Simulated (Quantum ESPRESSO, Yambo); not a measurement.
AgCl (space group Cmcm, No. 63) under isotropic strain (on all lattice vectors), counted from the cell relaxed with PBEsol, atoms relaxed at each step. PBEsol (Quantum ESPRESSO, PseudoDojo norm-conserving, 82 Ry, no spin-orbit coupling); G0W0 in Yambo (4×4×4 Γ-centred k mesh, bands 9 to 99 and a 6 Ry block in the screening, 99 bands in G with the Bruneval-Gonze terminator, plasmon pole fitted at 27.2 eV).

| strain s (%) | PBEsol direct gap at Γ (eV) | G0W0 direct gap at Γ (eV) |
|---|---|---|
| -3 | 2.077 | 3.549 |
| -1.5 | 1.968 | 3.454 |
| -0.7 | 1.915 | 3.411 |
| 0 | 1.867 | 3.370 |
| +1 | ? | ? |
| +2 | 1.764 | 3.301 |

Q: Fit a parabola in s to each column by least squares and predict the withheld row.

A: PBEsol: E = 1.870 − 0.0597 s + 0.0032 s² (largest residual 3 meV), giving 1.814 eV at s = +1; the run gave 1.807 eV, a miss of 6 meV. G0W0: E = 3.374 − 0.0456 s + 0.0043 s² (largest residual 5 meV), giving 3.333 eV at s = +1; the run gave 3.318 eV, a miss of 15 meV. The GW settings are held fixed; their convergence isn't established. The screening block changes size along the series (119 vectors at -3 %, 119 vectors at -1.5 %, 119 vectors at -0.7 %, 127 vectors at +0 %, 127 vectors at +1 %, 143 vectors at +2 %), which puts steps into the G0W0 values. Spin-orbit splittings are left out.

This is not the ordinary phase of the substance; no match was found in the copy of COD used, and its stability was not checked.
